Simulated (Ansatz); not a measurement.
## How far is PAW off for TiPd3?

```xyz
4
Lattice="3.8200 0.0000 0.0000 0.0000 3.8200 0.0000 0.0000 0.0000 3.8200" Properties=species:S:1:pos:R:3 pbc="T T T"
Ti    0.0000    0.0000    0.0000
Pd    0.0000    1.9100    1.9100
Pd    1.9100    0.0000    1.9100
Pd    1.9100    1.9100    0.0000
```

Atom numbers follow the list: Ti1, Pd2, Pd3, Pd4.

The cell is COD entry 1522883, as deposited and not checked against the literature; nothing was relaxed.

Spin polarisation is left out, and whether a magnetic state lies lower isn't shown here.

Levels of theory: DFT, LDA, PAW with Ansatz's default frozen-core files, scalar-relativistic (Ansatz 0.2.0); DFT, LDA, all-electron PAW with datasets made for the crystal, scalar-relativistic (Ansatz 0.2.0); DFT, LDA, all-electron LAPW, scalar-relativistic (Ansatz 0.2.0).

For PAW: a Γ-centred 11×11×11 k mesh, Fermi–Dirac smearing of 0.05 eV, cutoff 420 eV, no spin polarisation; the PAW files were made with PBE, and the program remakes their frozen cores for this functional. The crystal-made all-electron datasets (AE datasets) take a cutoff of 300 eV at this cell. LAPW targets a basis error of 1 meV/atom. The Ansatz runs share mesh, smearing and spin set-up. Plane-wave (PAW) pressures include the program's estimate of the Pulay term.

Stress and pressure are positive in compression.

Spin–orbit coupling is left out, which moves gradients at and beside heavy atoms by some per cent and at worst by a factor of two.

In a metal, gradients converge slowly with the k mesh: the values move by tens of per cent from one mesh to another, at times in sign, so only the comparison on one mesh counts.

Levels count from the Fermi level.

| quantity | PAW | AE datasets | LAPW |
| --- | --- | --- | --- |
| pressure (GPa) | 2.34 | 2.35 | 2.35 |
| highest filled level at R (eV) | -0.022 | -0.023 | -0.023 |
| lowest empty level at R (eV) | 1.015 | 1.015 | 1.015 |
| highest filled level at X (eV) | -0.167 | -0.167 | -0.167 |
| lowest empty level at X (eV) | 0.571 | 0.573 | 0.573 |
| highest filled level at M (eV) | -2.304 | -2.306 | -2.306 |
| lowest empty level at M (eV) | 0.211 | 0.211 | 0.211 |
| largest principal field gradient Vzz at Pd2 (10²¹ V/m²) | -8.17 | -8.13 | – |

PAW's pressure differs from the LAPW value by about 0.01 GPa or less. Datasets made for the crystal and LAPW share parts of one code, so their agreement isn't an independent check.
